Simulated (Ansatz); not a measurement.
The relaxed structure here is a generated cell of SiNi: the first start was made by placing the elements on the sites of a structure type, and the end was not matched to a known phase here, so it may be hypothetical. Known forms of SiNi include space group No. 62.

A relaxed cell of SiNi (P6/mmm (No. 191)), relaxed on a k-mesh at least as fine as the one used below. These are PBEsol (plane waves to 420 eV, PAW, scalar-relativistic; Ansatz, a quantum-chemistry and plane-wave program) values and carry that method's errors. Γ-centred k-mesh 8×8×5 on the run's cell (coarser than for final values), Fermi–Dirac smearing 0.05 eV.

```
SiNi
1.0
    4.79509     0.00000     0.00000
   -2.39754     4.15267     0.00000
    0.00000     0.00000     7.57080
Ni Si
6 6
Direct
  0.50000   0.00000   0.00000
  0.50000   0.00000   0.50000
  0.50000   0.50000   0.00000
  0.50000   0.50000   0.50000
  0.00000   0.50000   0.00000
  0.00000   0.50000   0.50000
  0.00000   0.00000   0.00000
  0.00000   0.00000   0.50000
  0.33333   0.66667   0.25000
  0.33333   0.66667   0.75000
  0.66667   0.33333   0.25000
  0.66667   0.33333   0.75000
```

The atoms are displaced along an unstable phonon of this cell by (Å):

| atom | ux | uy | uz |
|---|---|---|---|
| Ni1 | 0.000 | 0.000 | -0.007 |
| Ni2 | 0.000 | 0.000 | 0.007 |
| Ni3 | 0.000 | 0.000 | -0.007 |
| Ni4 | 0.000 | 0.000 | 0.007 |
| Ni5 | 0.000 | 0.000 | -0.007 |
| Ni6 | 0.000 | 0.000 | 0.007 |
| Si7 | 0.000 | 0.000 | 0.150 |
| Si8 | 0.000 | 0.000 | -0.150 |
| Si9 | 0.000 | 0.000 | 0.000 |
| Si10 | 0.000 | 0.000 | 0.000 |
| Si11 | 0.000 | 0.000 | 0.000 |
| Si12 | 0.000 | 0.000 | 0.000 |

Q: What forces (eV/Å) and pressure result?

A: 
```
atom    Fx    Fy     Fz
----  ----  ----  -----
Ni1   0.00  0.00  -0.02
Ni2   0.00  0.00   0.02
Ni3   0.00  0.00  -0.02
Ni4   0.00  0.00   0.02
Ni5   0.00  0.00  -0.02
Ni6   0.00  0.00   0.02
Si7   0.00  0.00   0.47
Si8   0.00  0.00  -0.47
Si9   0.00  0.00   0.00
Si10  0.00  0.00   0.00
Si11  0.00  0.00   0.00
Si12  0.00  0.00   0.00
```

Pressure -0.3 GPa.

The undisplaced cell is probably no minimum: from this displacement the run went on to P6/mmm (No. 191), 0.08 eV/atom below it.

No spin polarisation in the result: the starting moments vanished. A magnetic state may lie lower.
